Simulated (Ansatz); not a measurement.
Mg$_{3}$Sc:
```xyz
4
Lattice="4.5064 0.0000 0.0000 0.0000 4.5064 0.0000 0.0000 0.0000 4.5064" Properties=species:S:1:pos:R:3 pbc="T T T"
Mg     2.2532     2.2532     0.0000
Mg     0.0000     2.2532     2.2532
Mg     2.2532     0.0000     2.2532
Sc     0.0000     0.0000     0.0000
```

This is the r²SCAN-relaxed structure.

Task: All from the program Ansatz at the r²SCAN level (PAW), unless another level is named. Predict the density of states at the Fermi level.

Result: 0.82 states/eV per atom (mean over ±0.08 eV).

Task: Next, the formation energy from the elements (no fitted shifts)?

Result: -0.034 eV/atom.

Space group Pm-3m (Cu3Au type). The first step of the workflow began from a Materials Project structure, measured or hypothetical; the Crystallography Open Database copy checked does not list it. With Mg and Sc taken as one species the cell has the higher symmetry Fm-3m, so it may be an ordered model of a mixed-site phase. Whether it is the stable phase at ambient conditions was not checked. The cell was relaxed with r²SCAN under the symmetry of its start; whether a distortion lowers the energy is not shown. The run is not spin-polarised. The references are the lowest solids computed at this level, not always the standard phases.

Potentials: the later of the program's two PAW sets.
